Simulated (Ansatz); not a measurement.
SiS$_{2}$ in space group Ibam (No. 72; S on 8j, Si on 4a), plane-wave PAW r²SCAN+D4 (Ansatz code), all energies at zero smearing, with the estimated change up to a 700 eV cutoff added, with one set of potentials and settings (totals compare only within such a set). Cell of 6 atoms (4 S, 2 Si): -4906.542 eV.

```tsv
element	reference phase	E (eV/atom)
S	P2/c, 32 atoms in the cell	-905.9104
Si	Fd-3m, 2 atoms in the cell	-639.1856
```

Formation energy per atom, worked out: (-4906.542 − 4×(-905.9104) − 2×(-639.1856))/6 = -0.755 eV/atom (-73 kJ per mol of atoms), at 0 K, without zero-point energy or fitted corrections.

The r²SCAN+D4 relaxation kept the symmetry of its start. The references are the lowest solids computed at this level, not always the standard phases.

Potentials: the later of the program's two PAW sets.
